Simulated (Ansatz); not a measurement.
input.yaml

```yaml
crystal:
  lattice:
    - [3.0684897697, 0.0, 0.0]
    - [0.0, 3.0684897697, 0.0]
    - [0.0, 0.0, 3.815758047]
  atoms:
    - { symbol: Hg, position: [0.0, 0.0, 0.0] }
    - { symbol: Pd, position: [0.5, 0.5, 0.5] }
basis:
  ecutwfc: 420
kpoints:
  mp_grid: { grid: [14, 14, 12] }
hamiltonian:
  xc: pbesol
scf:
  occupations: { method: gaussian, width: 0.1 }
output:
  forces: true
  stress: true
  eigenvalues: true
  write_density: true
  write_potential: true
  elf: true
  volumetric_format: npy
relax:
  adjacent_minimum: "off"
  f_tol: 0.01
  max_steps: 30
  cell: { stress_tol: 0.1, fix: [volume] }
```

Launched with
```bash
ansatz run input.yaml --threads 1 --pin off --max-ram 2560MiB --backend cpu --events-out ev --progress --plain --runs-dir out
```

Computed with DFT PBEsol, scalar-relativistic, plane waves, PAW (Ansatz).

Part of what the program printed, abridged (iterations and final results):

```
SCF iter   1: F=—  HF=-20575.131834 eV  |F-HF|=—  |Δ(HF+E_count)|=         —  Δρ=1.25e-2  dr2=6.55e-2  ethr=1.77e-3  ⟨swp⟩=5.0  Hψ=22774  notcnv=0
SCF iter   2: F=—  HF=-20575.119906 eV  |F-HF|=—  |Δ(HF+E_count)|=   1.19e-2  Δρ=2.88e-3  dr2=1.71e-3  ethr=1.72e-4  ⟨swp⟩=2.1  Hψ=9283  notcnv=0  defer=13
SCF iter   3: F=—  HF=-20575.119601 eV  |F-HF|=—  |Δ(HF+E_count)|=   3.05e-4  Δρ=1.47e-3  dr2=5.10e-4  ethr=4.51e-6  ⟨swp⟩=2.3  Hψ=8436  notcnv=0  defer=13
SCF iter   4: F=—  HF=-20575.119460 eV  |F-HF|=—  |Δ(HF+E_count)|=   1.41e-4  Δρ=2.23e-4  dr2=2.20e-5  ethr=1.34e-6  ⟨swp⟩=2.5  Hψ=8968  notcnv=0  defer=13
SCF iter   5: F=—  HF=-20575.119451 eV  |F-HF|=—  |Δ(HF+E_count)|=   8.82e-6  Δρ=6.63e-5  dr2=2.58e-6  ethr=5.78e-8  ⟨swp⟩=2.0  Hψ=7730  notcnv=0  defer=13
SCF iter   6: F=—  HF=-20575.119450 eV  |F-HF|=—  |Δ(HF+E_count)|=   6.32e-7  Δρ=2.41e-5  dr2=2.60e-7  ethr=6.79e-9  ⟨swp⟩=2.5  Hψ=8256  notcnv=0  defer=13
SCF iter   7: F=-20575.119450 eV  HF=-20575.119450 eV  |F-HF|=5.94e-9  |Δ(HF+E_count)|=   5.85e-8  Δρ=5.48e-6  dr2=1.32e-8  ethr=2.63e-10  ⟨swp⟩=7.8  Hψ=32954  notcnv=0
SCF 1 converged in 7 iterations: F = -20575.119450 eV  dr2 = 1.32e-8
relax step   1: F+E_penalty+E_count = -20575.11945014 eV  Δ(F+E_penalty+E_count) = +0.000e0 eV  max|allowed force component| = 6.508e-30 eV/Å  Δτ_max = 0.0000 Å  P = -7.220 GPa  Ω = 35.928 Å³  fix = [volume]  reactions: volume -7.220 GPa (7 SCF iters, dr2 threshold 1.00e-7 eV, accepted)
Initial density: handed on by an earlier stage of this run
Initial wavefunctions: pseudopotential atomic-orbital guess (no wavefunctions were taken with the density)
SCF iter   1: F=—  HF=-20575.119456 eV  |F-HF|=—  |Δ(HF+E_count)|=         —  Δρ=5.73e-6  dr2=1.46e-8  ethr=9.80e-9  ⟨swp⟩=3.2  Hψ=37933  notcnv=0
SCF iter   2: F=—  HF=-20575.119450 eV  |F-HF|=—  |Δ(HF+E_count)|=   5.76e-6  Δρ=3.35e-6  dr2=4.38e-9  ethr=3.84e-11  ⟨swp⟩=2.2  Hψ=9346  notcnv=0
SCF iter   3: F=—  HF=-20575.119450 eV  |F-HF|=—  |Δ(HF+E_count)|=  1.02e-10  Δρ=1.95e-6  dr2=1.91e-9  ethr=1.15e-11  ⟨swp⟩=1.0  Hψ=5796  notcnv=0
SCF iter   4: F=-20575.119450 eV  HF=-20575.119450 eV  |F-HF|=2.55e-11  |Δ(HF+E_count)|=  3.27e-10  Δρ=3.50e-7  dr2=5.98e-11  ethr=1.00e-12  ⟨swp⟩=4.6  Hψ=27168  notcnv=0
SCF 2 converged in 4 iterations: F = -20575.119450 eV  dr2 = 5.98e-11
SCF converged after 4 iterations
Free energy (F): -20575.119450 eV
Harris-Foulkes:  -20575.119450 eV  (|F-HF|=2.55e-11)
Internal energy: -20575.116749 eV  (E = F + TS)
E sigma→0 (E₀):  -20575.118100 eV
Entropy (-TS):   -0.002701 eV (-1.351 meV/atom)
Fermi energy:    18.122713 eV
--- Per-component energies (eV) ---
  E_band       = -494.127089
  E_kinetic    = 1116.688509
  E_local      = -4090.466701  (includes V_loc(G=0)·N_el)
  E_nonlocal   = 296.230678
  E_hartree    = 1714.242150
  E_xc         = -386.255704
  E_vxc        = -472.409034  (∫ρ·V_xc dr)
  E_paw        = -13485.462367  (= ΣΔE_a)
  E_vpaw       = -772.656124  (= ΣTr[D̂ρ^β])
  E_aug_tail   = 0.001127  (compensation charges beyond the density's cutoff)
  E_ewald      = -5740.725616
  E_core_change = 0.631175  (= ΣΔE_core)
  E_smearing   = -0.002701  (= −TS)
--- Forces (eV/Å), atoms counted from 1 ---
  atom   1  Hg     0.00000000     0.00000000     0.00000000
  atom   2  Pd     0.00000000     0.00000000     0.00000000
--- Stress (GPa, compression-positive) ---
       -7.216667       0.000000       0.000000
        0.000000      -7.216667       0.000000
        0.000000       0.000000      -7.226801
  P = ⅓ Tr σ = -7.2200 GPa (-72.200 kbar)
--- Band table (eV; the first three rows and the last of 252) ---
  k-point 0: bands = ["-96.9557", "-65.8653", "-45.3344", "-45.3344", "-45.3221", "-31.6619", "-31.5910", "-31.5910", "8.8413", "9.8942", "10.2169", "11.3576", "11.3576", "11.8035", "14.9612", "15.5197", "16.6855", "16.6855", "16.8532", "20.5180", "25.7138", "26.1732", "26.1732"]
  k-point 1: bands = ["-96.9557", "-65.8653", "-45.3344", "-45.3344", "-45.3222", "-31.6622", "-31.5910", "-31.5910", "8.9108", "9.9054", "10.2623", "11.3638", "11.3638", "11.8079", "14.9377", "15.4865", "16.6309", "16.6309", "16.8442", "19.9438", "26.3481", "26.3481", "26.4347"]
  k-point 2: bands = ["-96.9557", "-65.8653", "-45.3343", "-45.3343", "-45.3224", "-31.6632", "-31.5910", "-31.5910", "9.1047", "9.9363", "10.4060", "11.3813", "11.3813", "11.8201", "14.8732", "15.3695", "16.4861", "16.4861", "16.8194", "18.7690", "26.8521", "26.8521", "28.0667"]
  k-point 251: bands = ["-96.9539", "-65.8574", "-45.3674", "-45.3674", "-45.3178", "-31.6551", "-31.6509", "-31.6509", "10.1687", "10.6100", "10.6100", "11.8579", "12.4747", "14.1103", "14.3781", "14.3781", "16.5338", "17.3763", "19.5275", "23.2825", "23.2825", "24.2950", "24.2950"]
--- Relaxed structure (1 steps of the walk, 1 accepted, 1 SCFs on fresh bases) ---
  F+E_penalty+E_count = -20575.11945015 eV   max|allowed force component| = 1.262e-29 eV/Å   (the final SCF, on the basis selected at the relaxed cell)
  cell:  # Å, volume = 35.9278 Å³
    - [3.0684897697, 0.0, 0.0]
    - [0.0, 3.0684897697, 0.0]
    - [0.0, 0.0, 3.815758047]
  atoms:
    - { symbol: Hg, position: [0.0, 0.0, 0.0] }
    - { symbol: Pd, position: [0.5, 0.5, 0.5] }
```

The relaxation met its thresholds.

The run took 25 s on 1 thread of Arm Neoverse V1, with other jobs on the host, peak memory 0.45 GiB.

Spin–orbit coupling is left out, which can shift energies with elements as heavy as these.